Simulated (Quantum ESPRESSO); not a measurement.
Band energies of WS$_{2}$ monolayer at +5 % biaxial strain

```
WS2
1.0
    3.30290     0.00000     0.00000
   -1.65145     2.86039     0.00000
    0.00000     0.00000    16.10000
S W
2 1
Cartesian
  0.00000   0.00000  -1.51342
  0.00000   0.00000   1.51342
  1.65145   0.95346   0.00000
```

PBEsol (pw.x of Quantum ESPRESSO, ONCV potentials, scalar-relativistic); path ΓMKΓ; energies in eV from the valence-band maximum.

```csv
k (1/Å),point,band 9,band 10,band 11,band 12,band 13,band 14,band 15,band 16
0.00,Γ,-3.57,-2.34,-2.34,-2.02,0.00,2.22,2.22,2.55
0.11,,-3.54,-2.56,-2.39,-1.85,-0.04,2.18,2.29,2.47
0.33,,-3.29,-3.26,-2.78,-1.59,-0.39,2.12,2.15,2.27
0.44,,-3.68,-3.05,-3.02,-1.63,-0.71,2.08,2.12,2.26
0.66,,-4.41,-3.49,-2.56,-1.87,-1.32,1.92,2.16,2.83
0.77,,-4.72,-3.67,-2.34,-1.98,-1.44,1.88,2.23,3.12
0.99,,-4.66,-3.89,-2.10,-2.06,-1.28,1.92,2.33,3.49
1.10,M,-4.66,-3.92,-2.12,-2.02,-1.22,1.93,2.34,3.53
1.31,,-4.62,-3.81,-2.68,-2.13,-1.04,1.80,2.52,3.66
1.42,,-4.58,-3.70,-3.24,-2.17,-0.92,1.57,2.76,3.50
1.63,,-4.62,-4.17,-3.47,-2.35,-0.60,0.98,3.23,3.29
1.73,K,-4.73,-4.26,-3.42,-2.40,-0.51,0.84,3.21,3.41
1.93,,-4.48,-4.05,-3.56,-2.23,-0.81,1.30,2.97,3.18
2.03,,-4.48,-3.75,-3.67,-2.06,-1.03,1.67,2.56,3.08
2.22,,-4.73,-3.77,-3.13,-1.74,-1.27,1.87,2.18,2.68
2.32,,-4.48,-3.73,-2.95,-1.62,-1.24,1.74,2.24,2.46
2.51,,-3.72,-3.38,-3.02,-1.49,-0.83,1.87,2.13,2.21
2.61,,-3.42,-3.17,-3.07,-1.50,-0.55,2.03,2.06,2.23
2.81,,-3.46,-2.82,-2.53,-1.69,-0.13,2.11,2.35,2.44
3.00,Γ,-3.57,-2.34,-2.34,-2.02,0.00,2.22,2.22,2.55
```

The PBEsol gap is indirect, 0.84 eV, from Γ to K; the smallest direct gap is 1.35 eV. The valence-band maximum lies 5.48 eV below the vacuum level.

Spin-orbit coupling is left out, which matters for elements this heavy: edges can move by tenths of an eV.

Geometry strained from the cell relaxed with PBEsol, atoms relaxed again.
